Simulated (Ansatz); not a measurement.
CuI (zinc blende)

Space group F-43m (No. 216); a = b = c = 6.079 Å, α = β = γ = 90.00°

```json
[
 {"atom": "I", "site": "4c", "symmetry": "-43m", "x": "0.2500", "y": "0.2500", "z": "0.2500"},
 {"atom": "Cu", "site": "4a", "symmetry": "-43m", "x": "0.0000", "y": "0.0000", "z": "0.0000"}
]
```
(The calculation used a cell of 2 atoms; values per cell refer to that cell.)

The relaxed cell is deformed in two ways at once: its volume V is scaled, and at that volume it is stretched along z (the c axis of the conventional cell) so that c/a changes. Fractional atomic positions are held.

All values below come from PBE (plane waves to 420 eV, PAW, scalar-relativistic; Ansatz, a first-principles code). k mesh 9×9×9 (Γ-centred), Fermi-Dirac smearing 0.05 eV. The energy includes the smearing's −TS. Stress and pressure are positive under compression. CuI is run without spin polarisation. CuI was relaxed with its symmetry unable to fall. Spin-orbit coupling is left out, though I is heavy. The zero of ΔE is the relaxed starting cell.

ΔE (meV/atom), with V/V₀ across and (c/a)/(c/a)₀ down:

```csv
(c/a)/(c/a)₀ \ V/V₀,0.920,0.947,0.973,1.000,1.027,1.053,1.080
0.960,27.2,12.3,4.1,1.7,4.1,10.6,20.6
0.973,26.5,11.5,3.2,0.7,3.1,9.6,19.5
0.987,26.0,11.0,2.7,0.2,2.5,9.0,18.9
1.000,25.9,10.8,2.5,0.0,2.3,8.8,18.7
1.013,26.0,11.0,2.7,0.2,2.5,9.0,18.9
1.027,26.5,11.5,3.2,0.7,3.1,9.6,19.5
1.040,27.3,12.3,4.1,1.7,4.0,10.5,20.5
```

σzz (GPa), with V/V₀ across and (c/a)/(c/a)₀ down:

| (c/a)/(c/a)₀ \ V/V₀ | 0.920 | 0.947 | 0.973 | 1.000 | 1.027 | 1.053 | 1.080 |
|---|---|---|---|---|---|---|---|
| 0.960 | 4.41 | 2.86 | 1.54 | 0.43 | -0.52 | -1.32 | -1.99 |
| 0.973 | 4.29 | 2.73 | 1.41 | 0.29 | -0.66 | -1.46 | -2.14 |
| 0.987 | 4.17 | 2.60 | 1.27 | 0.15 | -0.81 | -1.61 | -2.30 |
| 1.000 | 4.03 | 2.46 | 1.12 | -0.01 | -0.96 | -1.77 | -2.46 |
| 1.013 | 3.88 | 2.30 | 0.96 | -0.17 | -1.13 | -1.94 | -2.62 |
| 1.027 | 3.72 | 2.14 | 0.80 | -0.34 | -1.30 | -2.11 | -2.79 |
| 1.040 | 3.55 | 1.96 | 0.62 | -0.51 | -1.47 | -2.28 | -2.96 |

Key numbers:

- Shear modulus C′ = (C11 − C12)/2 (fit, atoms clamped): 8.9 GPa
- Lowest place on the grid: V/V₀ = 1.000, (c/a)/(c/a)₀ = 1.000 (0.0 meV/atom)
- Highest place on the grid: V/V₀ = 0.920, (c/a)/(c/a)₀ = 1.040 (27.3 meV/atom)

(A scan under strain: stresses follow from slopes of the energy per volume, elastic moduli from its curvatures.)
